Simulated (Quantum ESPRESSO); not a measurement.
# Ge2AlN3S: finding a planted mistake in a log

A calculation, not a measurement. The program is pw.x of Quantum ESPRESSO 7.5 (plane-wave density functional theory). The cell is made up: 7 atoms on a zincblende/diamond lattice with one site empty, with randomly drawn elements, strain and displacements, not relaxed. PseudoDojo standard norm-conserving files (v0.5 for PBE, v0.4.1 for LDA and PBEsol) set the functional; there is no spin polarisation, spin-orbit coupling or dispersion term, and the masses in the input are unused placeholders.

Intended input:

```
&control calculation='scf', pseudo_dir='./dojo.nc.sr.pbe.v0_5.standard.upf', outdir='./o', disk_io='low', tprnfor=.true., tstress=.true. /
&system ibrav=0, nat=7, ntyp=4, nbnd=32, ecutwfc=84.00895049, nosym=.true., tot_charge=0,
 occupations='smearing', smearing='fd', degauss=0.0018374661
/
&electrons conv_thr=7.350e-09, electron_maxstep=60, /
ATOMIC_SPECIES
Al 1.0 Al.upf
Ge 1.0 Ge.upf
N 1.0 N.upf
S 1.0 S.upf
CELL_PARAMETERS angstrom
4.7094 0.0224 -0.0075
0.0224 4.5891 0.0125
-0.0075 0.0125 4.62
ATOMIC_POSITIONS angstrom
Ge 0.0866 2.3208 2.3034
Al 2.4092 -0.0781 2.3677
Ge 2.2758 2.2134 0.0253
N 1.1959 0.951 1.0417
S 1.0791 3.5228 3.4972
N 3.5374 1.2498 3.6355
N 3.4883 3.4274 1.2602
K_POINTS automatic
4 4 4 1 1 1
```

The log is shortened where brackets say so; the opening notice, blank lines, dates and the lines on written files are dropped, and the path of the files is cut. It prints rydbergs, bohrs and kilobars, and counts compression as positive stress. Where no state is partly filled, the Fermi energy that it prints is only some level between the filled and the empty states on the mesh, and need not lie in the true gap.

Log of the intended run:

```
     Program PWSCF v.7.5
     Parallel version (MPI & OpenMP), running on       4 processor cores
     Number of MPI processes:                 4
     Threads/MPI process:                     1
     [start-up lines left out]
     bravais-lattice index     =            0
     lattice parameter (alat)  =       8.8996  a.u.
     unit-cell volume          =     673.7787 (a.u.)^3
     number of atoms/cell      =            7
     number of atomic types    =            4
     number of electrons       =        52.00
     number of Kohn-Sham states=           32
     kinetic-energy cutoff     =      84.0090  Ry
     charge density cutoff     =     336.0358  Ry
     scf convergence threshold =      7.3E-09
     mixing beta               =       0.7000
     number of iterations used =            8  plain     mixing
     Exchange-correlation= PBE
                           (   1   4   3   4   0   0   0)
     [axes and pseudopotential details left out]
   Cartesian axes
     site n.     atom                  positions (alat units)
         1        Ge     tau(   1) = (   0.0183885   0.4927954   0.4891007  )
         2        Al     tau(   2) = (   0.5115662  -0.0165836   0.5027541  )
         3        Ge     tau(   3) = (   0.4832402   0.4699903   0.0053722  )
         4        N      tau(   4) = (   0.2539357   0.2019340   0.2211931  )
         5        S      tau(   5) = (   0.2291346   0.7480264   0.7425906  )
         6        N      tau(   6) = (   0.7511266   0.2653808   0.7719570  )
         7        N      tau(   7) = (   0.7407008   0.7277693   0.2675891  )
     number of k points=    32  Fermi-Dirac smearing, width (Ry)=  0.0018
                       cart. coord. in units 2pi/alat
        k(    1) = (   0.1245987   0.1273235   0.1272782), wk =   0.0625000
        k(    2) = (   0.1250078   0.1266274   0.3821216), wk =   0.0625000
     [further k points left out]
     Dense  grid:    70073 G-vectors     FFT dimensions: (  54,  54,  54)
     Estimated max dynamical RAM per process >     120.93 MB
     Estimated total dynamical RAM >     432.40 MB
     Initial potential from superposition of free atoms
     starting charge      51.9959, renormalised to      52.0000
     Starting wfcs are   38 randomized atomic wfcs
     total cpu time spent up to now is        1.2 secs
     per-process dynamical memory:    87.7 Mb
     Self-consistent Calculation
     iteration #  1     ecut=    84.01 Ry     beta= 0.70
     Davidson diagonalization with overlap
     ethr =  1.00E-02,  avg # of iterations =  3.0
     total cpu time spent up to now is        2.8 secs
     total energy              =    -444.97087903 Ry
     estimated scf accuracy    <       1.93889164 Ry
     iteration #  2     ecut=    84.01 Ry     beta= 0.70
     Davidson diagonalization with overlap
     ethr =  3.73E-03,  avg # of iterations =  4.3
     total cpu time spent up to now is        4.5 secs
     total energy              =    -444.76533558 Ry
     estimated scf accuracy    <       6.50967613 Ry
     [iterations 3 to 10 left out]
     iteration # 11     ecut=    84.01 Ry     beta= 0.70
     Davidson diagonalization with overlap
     ethr =  5.59E-09,  avg # of iterations =  2.0
     total cpu time spent up to now is       17.4 secs
     total energy              =    -445.98354068 Ry
     estimated scf accuracy    <       0.00000046 Ry
     iteration # 12     ecut=    84.01 Ry     beta= 0.70
     Davidson diagonalization with overlap
     ethr =  8.84E-10,  avg # of iterations =  2.2
     total cpu time spent up to now is       18.7 secs
     End of self-consistent calculation
     [lines on levels left out]
     the Fermi energy is     8.6205 ev
!    total energy              =    -445.98354077 Ry
     estimated scf accuracy    <          5.2E-09 Ry
     smearing contrib. (-TS)   =      -0.00000000 Ry
     internal energy E=F+TS    =    -445.98354077 Ry
     The total energy is F=E-TS. E is the sum of the following terms:
     one-electron contribution =    -214.61083455 Ry
     hartree contribution      =     139.99351913 Ry
     xc contribution           =    -114.00356659 Ry
     ewald contribution        =    -257.36265876 Ry
     convergence has been achieved in  12 iterations
     Forces acting on atoms (cartesian axes, Ry/au):
     atom    1 type  2   force =    -0.23500317   -0.22738836   -0.20045771
     atom    2 type  1   force =     0.16434096    0.17383620   -0.13800921
     atom    3 type  2   force =     0.16952508   -0.11496389    0.13708333
     atom    4 type  3   force =     0.01572132    0.07438178    0.07661557
     atom    5 type  4   force =    -0.07771299    0.15675853    0.20015814
     atom    6 type  3   force =    -0.02666362   -0.01492675   -0.08242803
     atom    7 type  3   force =    -0.01020758   -0.04769751    0.00703791
     Total force =     0.613693     Total SCF correction =     0.000360
     Computing stress (Cartesian axis) and pressure
          total   stress  (Ry/bohr**3)                   (kbar)     P=       19.45
   0.00000060   0.00049171   0.00029451            0.09       72.33       43.32
   0.00049171   0.00034495  -0.00027144           72.33       50.74      -39.93
   0.00029451  -0.00027144   0.00005104           43.32      -39.93        7.51
     init_run     :      1.13s CPU      1.17s WALL (       1 calls)
     electrons    :     17.46s CPU     17.54s WALL (       1 calls)
     forces       :      0.26s CPU      0.27s WALL (       1 calls)
     stress       :      0.81s CPU      0.81s WALL (       1 calls)
     [timing details left out]
     PWSCF        :     19.72s CPU     19.86s WALL
     JOB DONE.
```

A second run was made from an input with one planted mistake. Its log:

```
     Program PWSCF v.7.5
     Parallel version (MPI & OpenMP), running on       4 processor cores
     Number of MPI processes:                 4
     Threads/MPI process:                     1
     [start-up lines left out]
     bravais-lattice index     =            0
     lattice parameter (alat)  =       8.8996  a.u.
     unit-cell volume          =     673.7787 (a.u.)^3
     number of atoms/cell      =            7
     number of atomic types    =            4
     number of electrons       =        52.00
     number of Kohn-Sham states=           32
     kinetic-energy cutoff     =      84.0090  Ry
     charge density cutoff     =     336.0358  Ry
     scf convergence threshold =      7.3E-09
     mixing beta               =       0.7000
     number of iterations used =            8  plain     mixing
     Exchange-correlation= PBESOL
                           (   1   4  10   8   0   0   0)
     [axes and pseudopotential details left out]
   Cartesian axes
     site n.     atom                  positions (alat units)
         1        Ge     tau(   1) = (   0.0183885   0.4927954   0.4891007  )
         2        Al     tau(   2) = (   0.5115662  -0.0165836   0.5027541  )
         3        Ge     tau(   3) = (   0.4832402   0.4699903   0.0053722  )
         4        N      tau(   4) = (   0.2539357   0.2019340   0.2211931  )
         5        S      tau(   5) = (   0.2291346   0.7480264   0.7425906  )
         6        N      tau(   6) = (   0.7511266   0.2653808   0.7719570  )
         7        N      tau(   7) = (   0.7407008   0.7277693   0.2675891  )
     number of k points=    32  Fermi-Dirac smearing, width (Ry)=  0.0018
                       cart. coord. in units 2pi/alat
        k(    1) = (   0.1245987   0.1273235   0.1272782), wk =   0.0625000
        k(    2) = (   0.1250078   0.1266274   0.3821216), wk =   0.0625000
     [further k points left out]
     Dense  grid:    70073 G-vectors     FFT dimensions: (  54,  54,  54)
     Estimated max dynamical RAM per process >     120.93 MB
     Estimated total dynamical RAM >     432.40 MB
     Initial potential from superposition of free atoms
     starting charge      51.9961, renormalised to      52.0000
     Starting wfcs are   38 randomized atomic wfcs
     total cpu time spent up to now is        1.3 secs
     per-process dynamical memory:    87.7 Mb
     Self-consistent Calculation
     iteration #  1     ecut=    84.01 Ry     beta= 0.70
     Davidson diagonalization with overlap
     ethr =  1.00E-02,  avg # of iterations =  3.0
     total cpu time spent up to now is        3.2 secs
     total energy              =    -444.40368608 Ry
     estimated scf accuracy    <       1.80906592 Ry
     iteration #  2     ecut=    84.01 Ry     beta= 0.70
     Davidson diagonalization with overlap
     ethr =  3.48E-03,  avg # of iterations =  4.3
     total cpu time spent up to now is        5.1 secs
     total energy              =    -444.20589656 Ry
     estimated scf accuracy    <       6.14849789 Ry
     [iterations 3 to 10 left out]
     iteration # 11     ecut=    84.01 Ry     beta= 0.70
     Davidson diagonalization with overlap
     ethr =  4.11E-09,  avg # of iterations =  2.0
     total cpu time spent up to now is       20.0 secs
     total energy              =    -445.35175713 Ry
     estimated scf accuracy    <       0.00000031 Ry
     iteration # 12     ecut=    84.01 Ry     beta= 0.70
     Davidson diagonalization with overlap
     ethr =  6.03E-10,  avg # of iterations =  2.4
     total cpu time spent up to now is       21.6 secs
     End of self-consistent calculation
     [lines on levels left out]
     the Fermi energy is     8.4753 ev
!    total energy              =    -445.35175719 Ry
     estimated scf accuracy    <          3.9E-09 Ry
     smearing contrib. (-TS)   =      -0.00000000 Ry
     internal energy E=F+TS    =    -445.35175719 Ry
     The total energy is F=E-TS. E is the sum of the following terms:
     one-electron contribution =    -214.87821183 Ry
     hartree contribution      =     139.70808990 Ry
     xc contribution           =    -112.81897649 Ry
     ewald contribution        =    -257.36265876 Ry
     convergence has been achieved in  12 iterations
     Forces acting on atoms (cartesian axes, Ry/au):
     atom    1 type  2   force =    -0.23239922   -0.22232061   -0.19682947
     atom    2 type  1   force =     0.16355882    0.17300219   -0.13729694
     atom    3 type  2   force =     0.16799148   -0.11545182    0.13456225
     atom    4 type  3   force =     0.01716705    0.07837981    0.07452804
     atom    5 type  4   force =    -0.07903438    0.14862395    0.19792380
     atom    6 type  3   force =    -0.02826715   -0.00970918   -0.08039972
     atom    7 type  3   force =    -0.00901660   -0.05252434    0.00751204
     Total force =     0.605906     Total SCF correction =     0.000314
     Computing stress (Cartesian axis) and pressure
          total   stress  (Ry/bohr**3)                   (kbar)     P=      -20.28
  -0.00026920   0.00049069   0.00028425          -39.60       72.18       41.81
   0.00049069   0.00007576  -0.00027266           72.18       11.15      -40.11
   0.00028425  -0.00027266  -0.00022012           41.81      -40.11      -32.38
     init_run     :      1.23s CPU      1.27s WALL (       1 calls)
     electrons    :     20.17s CPU     20.26s WALL (       1 calls)
     forces       :      0.31s CPU      0.32s WALL (       1 calls)
     stress       :      0.99s CPU      0.99s WALL (       1 calls)
     [timing details left out]
     PWSCF        :     22.78s CPU     22.94s WALL
     JOB DONE.
```

Question: what was wrong in the second input?

Answer: the files are those of another functional. The input lines that differ, file-writing options aside:

```
- &control calculation='scf', pseudo_dir='./dojo.nc.sr.pbe.v0_5.standard.upf', outdir='./o', disk_io='low', tprnfor=.true., tstress=.true. /
+ &control calculation='scf', pseudo_dir='./dojo.nc.sr.pbesol.v0_4_1.standard.upf', outdir='./o', disk_io='low', tprnfor=.true., tstress=.true. /
```

```
                                            intended run  run with the mistake
                          free energy (eV)     -6067.915             -6059.319
                    smearing term -TS (eV)        0.0000                0.0000
                            pressure (GPa)          1.94                 -2.03
            largest force component (eV/Å)         6.042                 5.975
largest change of a force component (eV/Å)                               0.209
                                iterations            12                    12
```

For scale, a rerun of the intended cell at 1437 eV and a 6 x 6 x 6 mesh moved values by no more than 0.004 eV in energy, 0.02 GPa in stress and 0.002 eV/Å in force. Files of another functional have another zero of energy, so the energy change says nothing on stability.